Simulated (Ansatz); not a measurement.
NiI2:
Space group R-3m, hexagonal axes (No. 166); a = b = 3.8693 Å, c = 19.8352 Å, α = β = 90.00°, γ = 120.00°

```csv
atom,site,symmetry,x,y,z
Ni,3a,-3m,0.0000,0.0000,0.0000
I,6c,3m,0.0000,0.0000,0.2587
```
(The calculation used a cell of 3 atoms; values per cell refer to that cell.)
The run is spin-polarised, in the one order tried: ferromagnetic.

Relaxed at zero pressure with PBEsol in the plane-wave PAW code Ansatz.

Problem. The volume is raised by 3 % and shape and atoms relax at that volume. What pressure results, and how do the axes share the change?

Solution. -0.2 GPa; a 0.2 %, b 0.2 %, c 2.5 %; the energy rises by 1 meV/atom.

Problem. Give the new structure.

Solution. 
Space group R-3m, hexagonal axes (No. 166); a = b = 3.8779 Å, c = 20.3399 Å, α = β = 90.00°, γ = 120.00°

| atom | site | symmetry | x | y | z |
|---|---|---|---|---|---|
| Ni | 3a | -3m | 0.0000 | 0.0000 | 0.0000 |
| I | 6c | 3m | 0.0000 | 0.0000 | 0.2605 |

The phase is kept; no other phase was compared at this pressure.

The workflow started from a Materials Project entry (that database holds measured and hypothetical structures alike); the Crystallography Open Database files this formula in space group No. 166, but the cells were not matched. Whether it is the stable phase at ambient conditions was not checked. Symmetry was held in the PBEsol relaxation; whether a distortion lowers the energy is not shown. The final state is ferromagnetic, the only order run, not a proven ground state. The cell computed holds one magnetic atom, so no antiferromagnetic order was within reach. No Hubbard U is applied. A crystal of weakly bound layers computed without a dispersion correction: the cell and the soft elastic constants depend strongly on that. Scalar-relativistic: spin–orbit coupling is off unless named, which matters more the heavier the elements.

Potentials: the later of the program's two PAW sets.
